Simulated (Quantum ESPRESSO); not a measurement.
# Planted mistakes on one cell of Mo3WSe5S3

Calculated results; nothing here was measured. They come from pw.x of Quantum ESPRESSO 7.5, a plane-wave density functional program, with PseudoDojo standard norm-conserving files (v0.5 for PBE, v0.4.1 for LDA and PBEsol). The cells are made up: elements, strain and atom displacements were drawn at random, and nothing was relaxed. There is no spin polarisation, spin-orbit coupling or dispersion term.

The cell has 12 sites of a 2H layered lattice (rectangular cell). Sites 1 to 4 hold Mo Mo Mo W; sites 5 to 12 hold Se Se S Se S Se Se S. Cell vectors in Å: (3.257, -0.029, 0.012); (-0.051, 5.532, -0.008); (0.047, -0.019, 13.038). Settings: PBE, cutoff 1170 eV, 7 x 4 x 2 k mesh shifted by half a step, Fermi-Dirac smearing of 0.025 eV.

The intended run has a self-consistency threshold of 1e-07 eV, a smearing term of 0.000 eV, a pressure of 7.06 GPa and 22 iterations. Each further run changes one thing: all lengths scaled by 1.0083; atoms of sites 1 and 4 exchanged; cutoff 736 eV; files of PBEsol; k mesh 1 x 1 x 1; one electron added; smearing 0.78 eV; threshold 0.9 eV. A coarse mesh keeps the shift, and a charged cell sits in a uniform background.

```
run  change of free energy (eV)  smearing term -TS (eV)  change of P (GPa)  largest change of a force component (eV/Å)  iterations
  A                      16.041                   0.000              -4.87                                       0.384          22
  B                       0.136                   0.000              -1.74                                       0.765           7
  C                      -3.944                 -11.599               5.44                                       0.935          20
  D                      13.276                  -0.012              12.26                                       0.516          21
  E                      -2.494                   0.000               2.59                                       1.785          21
  F                      -0.053                   0.000              -0.19                                       0.292          19
  G                      27.385                   0.000            -139.23                                       0.051          23
  H                      -0.192                   0.000              -3.64                                       0.587          23
```

A rerun of the intended cell at 1467 eV and k mesh 9 x 6 x 4 moved values by no more than 0.002 eV in the cell's energy, 0.02 GPa in stress and 0.007 eV/Å in force.

Question: which change belongs to which run?

## Worked reading

Run B has the fewest iterations, as a run stopped early does. Run C has the largest smearing term, as wide smearing gives. Run G has a higher energy and the largest fall in pressure, as too small a basis gives. Run H changes the volume by a factor of 1.0251; minus its pressure change over the logarithm of that factor, 147 GPa, is a rough bulk modulus with clamped atoms. Energies from files of another functional, or of a charged cell, have another zero and say nothing on stability; the pressure of a charged cell rests on the program's zero of potential too.

## Key

| run | change |
| --- | --- |
| A | files of PBEsol |
| B | threshold 0.9 eV |
| C | smearing 0.78 eV |
| D | one electron added |
| E | k mesh 1 x 1 x 1 |
| F | atoms of sites 1 and 4 exchanged |
| G | cutoff 736 eV |
| H | all lengths scaled by 1.0083 |